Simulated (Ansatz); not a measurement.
# Squeezing Ir (sc type)

```yaml
crystal:
  lattice:
    - [2.54056, 0.00000, 0.00000]
    - [0.00000, 2.54056, 0.00000]
    - [0.00000, 0.00000, 2.54056]
  atoms:
    - { symbol: Ir, position: [0.00000, 0.00000, 0.00000] }
```

The cell comes from a relaxation on PAW files under the same functional, begun from a prototype that needn't be the stable phase.

Its volume is scaled at fixed shape and fractional positions.

Level of theory: DFT with PBEsol, scalar-relativistic, in Ansatz 0.2.0; a Γ-centred 17×17×17 k mesh, Fermi–Dirac smearing of 0.05 eV, no spin polarisation. LAPW: all electrons, basis error target 1 meV/atom; PAW: frozen-core files, cutoff 420 eV; crystal datasets: all electrons, by PAW datasets that the program makes for each cell; norm-conserving: pseudopotentials, cutoff 925 eV.

Energies are extrapolated to zero smearing and count from the unscaled cell; pressure is positive in compression; gaps take the mesh and a band path. No temperature or zero-point motion is included.

Spin–orbit coupling is left out, which matters for the heavy atoms. The PAW files were made under PBE. The structure type is held throughout; the real material can change phase at far lower pressure.

| V/V0 | V (Å³/atom) | P LAPW (GPa) | ΔE LAPW (eV/atom) | P PAW − LAPW (GPa) | ΔE PAW − LAPW (meV/atom) |
| --- | --- | --- | --- | --- | --- |
| 1.00 | 16.40 | -0.04 | 0.000 | 0.01 | 0.0 |
| 0.95 | 15.58 | 16.04 | 0.038 | 0.01 | 0.1 |
| 0.85 | 13.94 | 66.6 | 0.435 | 0.06 | 0.5 |
| 0.75 | 12.30 | ? | ? | ? | ? |
| 0.65 | 10.66 | 332.2 | 3.958 | 0.79 | 7.0 |
| 0.55 | 9.02 | 674.9 | 8.905 | 2.30 | 21.4 |
| 0.45 | 7.38 | 1408 | 19.057 | 8.72 | 70.9 |
| 0.40 | 6.56 | 2093 | 27.880 | 17.53 | 133.8 |

(1) Fit the Vinet equation to the LAPW pressures shown (residuals weighted by 1/(|P| + 0.03·Pmax)), and predict the pressure of the withheld row.

(2) At the smallest volume, how far do crystal datasets and norm-conserving lie from LAPW in pressure?

(3) How do the Löwdin populations by LAPW change from the unscaled cell to the last row?

Answers

(1) The fit gives V0 = 16.42 Å³/atom, B0 = 263 GPa and B0′ = 5.28. At 12.30 Å³/atom, x = (V/V0)^(1/3) = 0.9082, and P = 3·B0·(1 − x)/x²·exp[1.5·(B0′ − 1)·(1 − x)] = 158.1 GPa. The run itself gave 158.9 GPa (-0.5 % off) and ΔE = 1.540 eV/atom.

(2) crystal datasets: 0.00 GPa; norm-conserving: -3.16 GPa, on a LAPW pressure of 2093 GPa.

(3) Ir 5s 1.98 → 1.88, Ir 6s 1.04 → 0.81, Ir 5p 5.99 → 5.93, Ir 5d 7.86 → 8.20 electrons an atom. These are projections on the shells that the free atoms fill; 0.13 e a cell lies outside them at the start and 0.18 e at the end.
